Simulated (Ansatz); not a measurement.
## Structure relaxation, Co2Si

The start is a relaxed Co2Si cell, doubled along one cell vector, shaken by Gaussian noise of σ = 0.08 Å a coordinate. A full variable-cell relaxation at zero pressure is run with PBE (plane waves to 420 eV, PAW, scalar-relativistic; Ansatz, an electronic-structure program). The first steps use a coarse 7×4×9 k-mesh.

Input geometry:
```
CELL_PARAMETERS angstrom
      3.87503     0.00000     0.00000
     -3.87503     6.71176     0.00000
      0.00000     0.00000     2.51743
ATOMIC_POSITIONS crystal
  Si 0.01073 0.01841 0.01529
  Si 0.98328 0.49888 0.02459
  Co 0.31526 0.30926 0.48791
  Co 0.35431 0.84414 0.49502
  Co 0.67481 0.15387 0.49447
  Co 0.70881 0.68428 0.48590
```
Spin-polarised start, with parallel moments on Co.

Question: What is the largest force in the starting geometry, and on which atom (counted from 1)?

Answer: About 2.5 eV/Å, on Co3 (atoms numbered as listed).

Question: How much energy is released per atom?

Answer: 0.45 eV/atom.

Question: How does the volume change?

Answer: -0.4 %, from 10.91 to 10.87 Å³/atom.

Question: Is the parent structure recovered?

Answer: It does not go back: it reaches Pmmn (No. 59), 0.35 eV/atom below the parent.

Question: How do the shortest distances between atoms change?

Answer: The closest pairs of elements (up to four, under 3.6 Å), start → end: Co–Co 2.08 → 2.41 Å; Co–Si 2.29 → 2.30 Å; Si–Si 2.52 → 2.60 Å.

Question: What band gap does the relaxed structure have at this level?

Answer: Zero (metallic).

Final values are on a 18×12×7 k-mesh of the relaxed cell. Spin state reached: ferromagnetic (net 0.49 μB/atom), from parallel starting moments; other spin orders were not run from this start.

The relaxed structure here is a generated cell of Co2Si: the first start was made by placing the elements on the sites of a structure type, and the end was not matched to a known phase here, so it may be hypothetical.
